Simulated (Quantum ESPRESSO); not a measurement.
## W7Mg (one run as intended and one with a planted mistake)

A calculation, not a measurement. The program is pw.x of Quantum ESPRESSO 7.5 (plane-wave density functional theory). The cell is made up: eight metal atoms on a hexagonal close-packed lattice, with elements, volume, strain and displacements drawn at random and not relaxed, so it may be unstable or far from any real phase. PseudoDojo standard norm-conserving files set the functional (PBE unless stated); there is no spin polarisation or spin-orbit coupling, the Fermi-Dirac width of 0.25 eV means electrons at about 2900 K, and the masses in the input are unused placeholders. Heavy elements are run without spin-orbit coupling, which real alloys of them have. A spin test at this wide smearing found no moment, but such smearing suppresses magnetism that the real alloy may have.

Intended input:

```
&control calculation='scf', pseudo_dir='./dojo.nc.sr.pbe.v0_5.standard.upf', outdir='./o', disk_io='minimal', tprnfor=.true., tstress=.true. /
&system ibrav=0, nat=8, ntyp=2, nbnd=71, ecutwfc=84.00895049, nosym=.true., tot_charge=0,
 occupations='smearing', smearing='fd', degauss=0.0183746611
/
&electrons conv_thr=1.470e-08, electron_maxstep=70, mixing_beta=0.5 /
ATOMIC_SPECIES
Mg 1.0 Mg.upf
W 1.0 W.upf
CELL_PARAMETERS angstrom
2.9495 0.0556 4.7635
2.9832 -0.0342 -4.7843
-2.9479 5.0172 0.0583
ATOMIC_POSITIONS angstrom
W -0.1165 0.0786 0.0352
W -1.4222 2.5499 0.0349
W 2.9617 1.5639 -2.2806
Mg 1.6538 4.2896 -2.3386
W 2.8543 0.1088 -0.1017
W 1.551 2.4308 -0.0232
W 2.9527 1.7239 2.3288
W 1.4645 4.2228 2.3677
K_POINTS automatic
5 5 5 1 1 1
```

The log is shortened where brackets say so; the opening notice, blank lines, dates and the lines on written files are dropped, and the path of the files is cut. It prints rydbergs, bohrs and kilobars, and counts compression as positive stress. Its total energy is the free energy E - TS of the whole cell.

Log of the intended run:

```
     Program PWSCF v.7.5
     Parallel version (MPI & OpenMP), running on       4 processor cores
     Number of MPI processes:                 4
     Threads/MPI process:                     1
     [start-up lines left out]
     bravais-lattice index     =            0
     lattice parameter (alat)  =      10.5881  a.u.
     unit-cell volume          =     960.8571 (a.u.)^3
     number of atoms/cell      =            8
     number of atomic types    =            2
     number of electrons       =       108.00
     number of Kohn-Sham states=           71
     kinetic-energy cutoff     =      84.0090  Ry
     charge density cutoff     =     336.0358  Ry
     scf convergence threshold =      1.5E-08
     mixing beta               =       0.5000
     number of iterations used =            8  plain     mixing
     Exchange-correlation= PBE
                           (   1   4   3   4   0   0   0)
     [axes and pseudopotential details left out]
   Cartesian axes
     site n.     atom                  positions (alat units)
         1        W      tau(   1) = (  -0.0207924   0.0140282   0.0062824  )
         2        W      tau(   2) = (  -0.2538284   0.4550957   0.0062288  )
         3        W      tau(   3) = (   0.5285921   0.2791185  -0.4070322  )
         4        Mg     tau(   4) = (   0.2951635   0.7655903  -0.4173838  )
         5        W      tau(   5) = (   0.5094238   0.0194182  -0.0181510  )
         6        W      tau(   6) = (   0.2768161   0.4338393  -0.0041406  )
         7        W      tau(   7) = (   0.5269858   0.3076746   0.4156347  )
         8        W      tau(   8) = (   0.2613780   0.7536681   0.4225774  )
     number of k points=    63  Fermi-Dirac smearing, width (Ry)=  0.0184
                       cart. coord. in units 2pi/alat
        k(    1) = (   0.1880787   0.2221997  -0.0014260), wk =   0.0320000
        k(    2) = (   0.1872673   0.4450989  -0.0035253), wk =   0.0320000
     [further k points left out]
     Dense  grid:    99967 G-vectors     FFT dimensions: (  64,  64,  72)
     Estimated max dynamical RAM per process >     401.58 MB
     Estimated total dynamical RAM >       1.50 GB
     Initial potential from superposition of free atoms
     starting charge     107.9956, renormalised to     108.0000
     Starting wfcs are   75 randomized atomic wfcs
     total cpu time spent up to now is        9.4 secs
     per-process dynamical memory:   326.3 Mb
     Self-consistent Calculation
     iteration #  1     ecut=    84.01 Ry     beta= 0.50
     Davidson diagonalization with overlap
     ethr =  1.00E-02,  avg # of iterations =  2.6
     Threshold (ethr) on eigenvalues was too large:
     Diagonalizing with lowered threshold
     Davidson diagonalization with overlap
     ethr =  2.68E-04,  avg # of iterations =  5.0
     total cpu time spent up to now is       59.2 secs
     total energy              =   -1180.32739926 Ry
     estimated scf accuracy    <       0.35557273 Ry
     iteration #  2     ecut=    84.01 Ry     beta= 0.50
     Davidson diagonalization with overlap
     ethr =  3.29E-04,  avg # of iterations =  2.0
     total cpu time spent up to now is       81.6 secs
     total energy              =   -1180.27166166 Ry
     estimated scf accuracy    <       0.54737229 Ry
     [iterations 3 to 13 left out]
     iteration # 14     ecut=    84.01 Ry     beta= 0.50
     Davidson diagonalization with overlap
     ethr =  8.21E-11,  avg # of iterations =  3.5
     total cpu time spent up to now is      349.3 secs
     total energy              =   -1180.39593430 Ry
     estimated scf accuracy    <       0.00000015 Ry
     iteration # 15     ecut=    84.01 Ry     beta= 0.50
     Davidson diagonalization with overlap
     ethr =  8.21E-11,  avg # of iterations =  1.6
     total cpu time spent up to now is      369.9 secs
     End of self-consistent calculation
     [lines on levels left out]
!    total energy              =   -1180.39593432 Ry
     estimated scf accuracy    <          5.0E-09 Ry
     smearing contrib. (-TS)   =      -0.13380769 Ry
     internal energy E=F+TS    =   -1180.26212663 Ry
     The total energy is F=E-TS. E is the sum of the following terms:
     one-electron contribution =    -248.71775347 Ry
     hartree contribution      =     169.51421987 Ry
     xc contribution           =    -247.09067250 Ry
     ewald contribution        =    -853.96792053 Ry
     convergence has been achieved in  15 iterations
     Forces acting on atoms (cartesian axes, Ry/au):
     atom    1 type  2   force =    -0.00665400   -0.00893145    0.01052260
     atom    2 type  2   force =     0.01448186    0.01157381    0.00025307
     atom    3 type  2   force =    -0.03823392    0.02355930   -0.02644144
     atom    4 type  1   force =    -0.03849766   -0.04181347   -0.00981830
     atom    5 type  2   force =     0.01513620   -0.03780977    0.01061495
     atom    6 type  2   force =    -0.01209599    0.01782113    0.01630827
     atom    7 type  2   force =     0.04119733    0.01625581    0.00218227
     atom    8 type  2   force =     0.02466618    0.01934464   -0.00362140
     Total force =     0.109930     Total SCF correction =     0.000265
     Computing stress (Cartesian axis) and pressure
          total   stress  (Ry/bohr**3)                   (kbar)     P=     -128.11
  -0.00100432   0.00015401  -0.00001131         -147.74       22.66       -1.66
   0.00015401  -0.00099399   0.00008716           22.66     -146.22       12.82
  -0.00001131   0.00008716  -0.00061436           -1.66       12.82      -90.38
     init_run     :      8.15s CPU      8.41s WALL (       1 calls)
     electrons    :    355.49s CPU    360.45s WALL (       1 calls)
     forces       :      3.05s CPU      3.07s WALL (       1 calls)
     stress       :     10.32s CPU     10.57s WALL (       1 calls)
     [timing details left out]
     PWSCF        :   6m18.09s CPU   6m23.61s WALL
     JOB DONE.
```

A second run has one planted mistake: the cell and the positions are scaled by a wrong factor. The input lines that differ:

```
- 2.9495 0.0556 4.7635
- 2.9832 -0.0342 -4.7843
- -2.9479 5.0172 0.0583
+ 2.9929 0.0564 4.8335
+ 3.0271 -0.0347 -4.8546
+ -2.9912 5.091 0.0592
- W -0.1165 0.0786 0.0352
- W -1.4222 2.5499 0.0349
- W 2.9617 1.5639 -2.2806
- Mg 1.6538 4.2896 -2.3386
- W 2.8543 0.1088 -0.1017
- W 1.551 2.4308 -0.0232
- W 2.9527 1.7239 2.3288
- W 1.4645 4.2228 2.3677
+ W -0.1182 0.0798 0.0357
+ W -1.4431 2.5874 0.0354
+ W 3.0052 1.5869 -2.3141
+ Mg 1.6781 4.3527 -2.373
+ W 2.8963 0.1104 -0.1032
+ W 1.5738 2.4665 -0.0235
+ W 2.9961 1.7492 2.363
+ W 1.486 4.2849 2.4025
```

Its log:

```
     Program PWSCF v.7.5
     Parallel version (MPI & OpenMP), running on       4 processor cores
     Number of MPI processes:                 4
     Threads/MPI process:                     1
     [start-up lines left out]
     bravais-lattice index     =            0
     lattice parameter (alat)  =      10.7438  a.u.
     unit-cell volume          =    1003.8740 (a.u.)^3
     number of atoms/cell      =            8
     number of atomic types    =            2
     number of electrons       =       108.00
     number of Kohn-Sham states=           71
     kinetic-energy cutoff     =      84.0090  Ry
     charge density cutoff     =     336.0358  Ry
     scf convergence threshold =      1.5E-08
     mixing beta               =       0.5000
     number of iterations used =            8  plain     mixing
     Exchange-correlation= PBE
                           (   1   4   3   4   0   0   0)
     [axes and pseudopotential details left out]
   Cartesian axes
     site n.     atom                  positions (alat units)
         1        W      tau(   1) = (  -0.0207902   0.0140360   0.0062793  )
         2        W      tau(   2) = (  -0.2538272   0.4550985   0.0062265  )
         3        W      tau(   3) = (   0.5285854   0.2791203  -0.4070277  )
         4        Mg     tau(   4) = (   0.2951614   0.7655975  -0.4173876  )
         5        W      tau(   5) = (   0.5094310   0.0194183  -0.0181519  )
         6        W      tau(   6) = (   0.2768161   0.4338333  -0.0041334  )
         7        W      tau(   7) = (   0.5269848   0.3076672   0.4156287  )
         8        W      tau(   8) = (   0.2613729   0.7536722   0.4225764  )
     number of k points=    63  Fermi-Dirac smearing, width (Ry)=  0.0184
                       cart. coord. in units 2pi/alat
        k(    1) = (   0.1880766   0.2221951  -0.0014254), wk =   0.0320000
        k(    2) = (   0.1872657   0.4450927  -0.0035243), wk =   0.0320000
     [further k points left out]
     Dense  grid:   104429 G-vectors     FFT dimensions: (  64,  64,  72)
     Estimated max dynamical RAM per process >     418.27 MB
     Estimated total dynamical RAM >       1.56 GB
     Initial potential from superposition of free atoms
     starting charge     107.9956, renormalised to     108.0000
     Starting wfcs are   75 randomized atomic wfcs
     total cpu time spent up to now is        9.4 secs
     per-process dynamical memory:   339.9 Mb
     Self-consistent Calculation
     iteration #  1     ecut=    84.01 Ry     beta= 0.50
     Davidson diagonalization with overlap
     ethr =  1.00E-02,  avg # of iterations =  2.6
     Threshold (ethr) on eigenvalues was too large:
     Diagonalizing with lowered threshold
     Davidson diagonalization with overlap
     ethr =  2.75E-04,  avg # of iterations =  5.0
     total cpu time spent up to now is       59.4 secs
     total energy              =   -1180.27673920 Ry
     estimated scf accuracy    <       0.37187094 Ry
     iteration #  2     ecut=    84.01 Ry     beta= 0.50
     Davidson diagonalization with overlap
     ethr =  3.44E-04,  avg # of iterations =  2.0
     total cpu time spent up to now is       81.3 secs
     total energy              =   -1180.21161480 Ry
     estimated scf accuracy    <       0.59869062 Ry
     [iterations 3 to 13 left out]
     iteration # 14     ecut=    84.01 Ry     beta= 0.50
     Davidson diagonalization with overlap
     ethr =  1.50E-10,  avg # of iterations =  3.7
     total cpu time spent up to now is      345.4 secs
     total energy              =   -1180.34773281 Ry
     estimated scf accuracy    <       0.00000027 Ry
     iteration # 15     ecut=    84.01 Ry     beta= 0.50
     Davidson diagonalization with overlap
     ethr =  1.50E-10,  avg # of iterations =  1.5
     total cpu time spent up to now is      364.7 secs
     End of self-consistent calculation
     [lines on levels left out]
!    total energy              =   -1180.34773283 Ry
     estimated scf accuracy    <          7.9E-09 Ry
     smearing contrib. (-TS)   =      -0.14071897 Ry
     internal energy E=F+TS    =   -1180.20701386 Ry
     The total energy is F=E-TS. E is the sum of the following terms:
     one-electron contribution =    -266.44780265 Ry
     hartree contribution      =     174.53276359 Ry
     xc contribution           =    -246.70132350 Ry
     ewald contribution        =    -841.59065131 Ry
     convergence has been achieved in  15 iterations
     Forces acting on atoms (cartesian axes, Ry/au):
     atom    1 type  2   force =    -0.00821682   -0.00179087    0.01229480
     atom    2 type  2   force =     0.01418467    0.00603632   -0.00413241
     atom    3 type  2   force =    -0.03946576    0.01601677   -0.01721518
     atom    4 type  1   force =    -0.03426615   -0.03702950   -0.00875738
     atom    5 type  2   force =     0.00958132   -0.02395696    0.00451787
     atom    6 type  2   force =    -0.00520876    0.00596817    0.01689461
     atom    7 type  2   force =     0.03725783    0.01324574   -0.00017844
     atom    8 type  2   force =     0.02613368    0.02151034   -0.00342388
     Total force =     0.094681     Total SCF correction =     0.000275
     Computing stress (Cartesian axis) and pressure
          total   stress  (Ry/bohr**3)                   (kbar)     P=     -199.11
  -0.00145715   0.00014243  -0.00000609         -214.35       20.95       -0.90
   0.00014243  -0.00147606   0.00008783           20.95     -217.14       12.92
  -0.00000609   0.00008783  -0.00112727           -0.90       12.92     -165.83
     init_run     :      8.72s CPU      9.03s WALL (       1 calls)
     electrons    :    350.05s CPU    355.31s WALL (       1 calls)
     forces       :      3.20s CPU      3.22s WALL (       1 calls)
     stress       :     10.69s CPU     10.95s WALL (       1 calls)
     [timing details left out]
     PWSCF        :   6m13.02s CPU   6m18.91s WALL
     JOB DONE.
```

|  | intended run | run with the mistake |
| --- | --- | --- |
| free energy (eV) | -16060.105 | -16059.449 |
| entropy term -TS, part of it (eV) | -1.821 | -1.915 |
| pressure (GPa) | -12.81 | -19.91 |
| size of the largest force component (eV/Å) | 1.075 | 1.015 |
| largest change of a force component (eV/Å) |  | 0.356 |
| iterations | 15 | 15 |

For scale, a rerun of the intended cell at a higher cutoff and on a denser mesh moved values by no more than 0.002 eV in energy, 0.02 GPa in stress and 0.006 eV/Å in force, and a second program with other atomic files agreed on that cell to 2 % rms in force and 0.5 GPa in pressure.